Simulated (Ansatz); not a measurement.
Consider the following.

Hf (hcp, Mg type)

```xyz
2
Lattice="3.2042 0.0000 0.0000 -1.6021 2.7749 0.0000 0.0000 0.0000 5.0691" Properties=species:S:1:pos:R:3 pbc="T T T"
Hf     0.0000     1.8500     3.8018
Hf     1.6021     0.9250     1.2673
```

The volume is varied about the relaxed value V₀ at fixed cell shape. Symmetry pins the atoms to their sites.

All values below come from PBE (plane waves to 420 eV, PAW, scalar-relativistic; Ansatz, an electronic-structure program). k mesh 17×17×9 (Γ-centred), Fermi-Dirac smearing 0.05 eV. The energy includes the smearing's −TS. Compression counts positive. With the shape held, the modulus is that of even scaling; a crystal free to change shape is softer. Hf is run without spin polarisation. Hf was relaxed with its symmetry unable to fall. Spin-orbit coupling is left out, though Hf is heavy. ΔE is measured from the relaxed starting cell.

The scan covers V/V₀ from 0.840 to 1.160 in 9 points.

Question: What is the fitted pressure derivative B₀′?

Answer: 3.4.

Question: What bulk modulus at fixed cell shape B₀ follows from a third-order Birch-Murnaghan fit?

Answer: 107 GPa.

(A scan under strain: stresses follow from slopes of the energy per volume, elastic moduli from its curvatures.)
